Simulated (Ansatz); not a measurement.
Relaxed-ion elastic tensor of TiS$_{2}$ (CdI2 type, space group No. 164) in GPa (Voigt order), LDA in the plane-wave PAW code Ansatz; density 3.59 g/cm³, 17.28 Å³ per atom.

```
 154  30.4  14.4  -4.9   0.0   0.0
30.4   154  14.4   4.9   0.0   0.0
14.4  14.4  64.6   0.0   0.0   0.0
-4.9   4.9   0.0  21.8   0.0   0.0
 0.0   0.0   0.0   0.0  21.8  -4.9
 0.0   0.0   0.0   0.0  -4.9  61.9
```

Q: Is the crystal mechanically stable?

A: Yes: the smallest eigenvalue of C is 21.2 GPa.

Q: Work out the Voigt, Reuss and Hill averages.

A: K_V = 54.6, K_R = 44.9, K_H = 49.8; G_V = 42.0, G_R = 32.3, G_H = 37.1 GPa.

Q: Give Young's modulus, Poisson's ratio, Pugh's ratio and the universal anisotropy index.

A: E = 9KG/(3K + G) = 89.2 GPa; ν = 0.20; K/G = 1.34 (brittle by the Pugh limit of 1.75); A_U = 5G_V/G_R + K_V/K_R − 6 = 1.72.

Q: Estimate the sound speeds and the Debye temperature.

A: v_l = √((K + 4G/3)/ρ) = 5260 m/s, v_t = √(G/ρ) = 3220 m/s, mean 3550 m/s; Θ = (h/k)(3n/4πV)^(1/3) v_m = 409 K.

Q: How much does each axis shrink under pressure?

A: Linear compressibilities β_i = Σ_j S_ij (j = 1 to 3): x 4.4, y 4.4, z 14 per TPa.

Space group P-3m1 (CdI2 type). The LDA relaxation kept the symmetry of its start; phonons on a q-mesh show no instability. No spin polarisation was allowed. A crystal of weakly bound layers computed without a dispersion correction: the cell and the soft elastic constants depend strongly on that. As this level gives no gap, shear constants depend on the k-mesh and smearing (Fermi–Dirac, 0.1 eV here).

Potentials: the later of the program's two PAW sets.
